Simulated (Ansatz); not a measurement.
How far is PAW off for TiPt3?

```
Ti Pt
1.0
     3.89700   -0.03897   -0.03897
    -0.03897    3.89700   -0.03897
    -0.03897   -0.03897    3.89700
Ti Pt
1 3
Direct
  0.00000 0.00000 0.00000
  0.00000 0.50000 0.50000
  0.50000 0.00000 0.50000
  0.50000 0.50000 0.00000
```

Atom numbers follow the list: Ti1, Pt2, Pt3, Pt4.

The cell comes from COD entry 1539263, which wasn't checked; take it as a given geometry. It is an old determination, and later ones may differ. The listed cell was then made from it by scaling, straining or moving an atom.

Spin–orbit coupling is left out, though it moves levels of the heavy atoms by tenths of an eV or more.

Methods: DFT, PBEsol, PAW with Ansatz's default frozen-core files, scalar-relativistic (Ansatz 0.2.0); DFT, PBEsol, all-electron LAPW, scalar-relativistic (Ansatz 0.2.0).

For PAW: a Γ-centred 9×9×9 k mesh, Fermi–Dirac smearing of 0.05 eV, cutoff 420 eV, no spin polarisation; the PAW files were made with PBE, and the program remakes their frozen cores for this functional. LAPW targets a basis error of 0.5 meV/atom. The Ansatz runs share mesh, smearing and spin set-up. Plane-wave (PAW) pressures include the program's estimate of the Pulay term.

Stress and pressure are positive in compression.

The change that made this cell: equal xy, yz and zx engineering shear strains of -2 %.

PAW results:

```tsv
quantity	PAW
pressure (GPa)	0.90
stress yz (GPa)	3.05
stress xz (GPa)	3.05
stress xy (GPa)	3.05
```

Question: What does LAPW (all electrons) give for the same quantities?

Answer: 
| quantity | LAPW |
| --- | --- |
| pressure (GPa) | 0.89 |
| stress yz (GPa) | 3.05 |
| stress xz (GPa) | 3.05 |
| stress xy (GPa) | 3.05 |
